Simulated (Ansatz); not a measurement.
The elements of this relaxed trial crystal are hidden behind letters.

```
lattice vectors (Å)
   3.9104    2.2577    3.6789
  -3.9104    2.2577    3.6789
   0.0000   -4.5154    3.6789
fractional positions
X 0.1557 0.1557 0.1557
X 0.8443 0.8443 0.8443
X 0.0000 0.5000 0.5000
X 0.5000 0.0000 0.5000
X 0.5000 0.5000 0.0000
Z 0.5000 0.5000 0.5000
```

The calculation used Ansatz 0.2.0, DFT PBE, scalar-relativistic, plane waves, PAW. Cutoff 420 eV, Γ-centred 6×6×6 mesh (6-atom cell), Gaussian smearing of 0.10 eV, no spin polarisation.

| Item | Value |
| --- | --- |
| Space group | R-3m (No. 166) |
| Conventional cell | a = 7.821 Å, c = 11.037 Å |
| Volume per atom | 32.48 Å³ |
| Density | 6.07 g/cm³ |
| Energy over the elements | +0.16 eV/atom |
| Gap on the 6×6×6 mesh of the 6-atom cell | 0 eV (a metal) |

Energies are uncorrected and count from the elements' standard states at the same level.

Question: X is a p-block element of period 5 and Z is a p-block element of period 4. Which elements are they?

Answer: X = Te, Z = As, so the formula is Te5As. Density times volume gives a mean mass of 6.07 × 32.48/1.6605 = 118.7 u per atom, and this set has 118.8 u. Around Te on a site of symmetry 3m lie 3 Te at 2.99 Å and 1 Te at 3.44 Å; Te on a site of symmetry 2/m has 2 As at 2.91 Å and 2 Te at 2.99 Å; around As lie 6 Te at 2.91 Å. Other sets within the hints have nearly the same mass, so mass alone doesn't settle it; this one was computed.

Spin–orbit coupling, which can matter for Te, is left out. An odd number of electrons in the primitive cell allows no gap without spin; a larger cell or a magnetic state could open one. The cell is a metal run without spin; a magnetic state may lie lower. Symmetry constrained the relaxation, so the result can be a saddle point.
